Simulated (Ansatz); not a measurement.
# How the vibrations of Cu$_{3}$Pt change with volume

All numbers below come from DFT LDA, scalar-relativistic, plane waves, PAW (Ansatz 0.2.0). Settings: 420 eV plane-wave cutoff, Γ-centred 12×12×12 mesh, Fermi-Dirac smearing of 0.15 eV. No spin polarisation. Phonons by linear response, acoustic sum rule imposed.

Relaxed structure:
```xyz
4
Lattice="3.6295 0.0000 0.0000 0.0000 3.6295 0.0000 0.0000 0.0000 3.6295" Properties=species:S:1:pos:R:3 pbc="T T T"
Cu    0.0000    1.8147    1.8147
Cu    1.8147    0.0000    1.8147
Cu    1.8147    1.8147    0.0000
Pt    0.0000    0.0000    0.0000
```

In a metal, frequencies depend on the k mesh and the smearing, soft modes most. Spin–orbit coupling is left out, which can shift energies with elements as heavy as these.

Cells at 0.98 and 1.02 times the equilibrium volume were relaxed in shape and atoms; γ = −d ln ν / d ln V, modes matched by rank.

Question: Give the optical frequencies at Γ (cm⁻¹) at the three volumes and the mode Grüneisen parameters.

Answer:
| 0.98 V | V | 1.02 V | γ | degeneracy |
| --- | --- | --- | --- | --- |
| 150 | 144 | 139 | 1.93 | 3 |
| 201 | 192 | 183 | 2.37 | 3 |
| 261 | 248 | 236 | 2.44 | 3 |

Question: What pressures hold the two strained cells, and what bulk modulus follows?

Answer: 4.66 GPa at 0.98 V and -4.12 GPa at 1.02 V, so B = −dP/d ln V ≈ 220 GPa.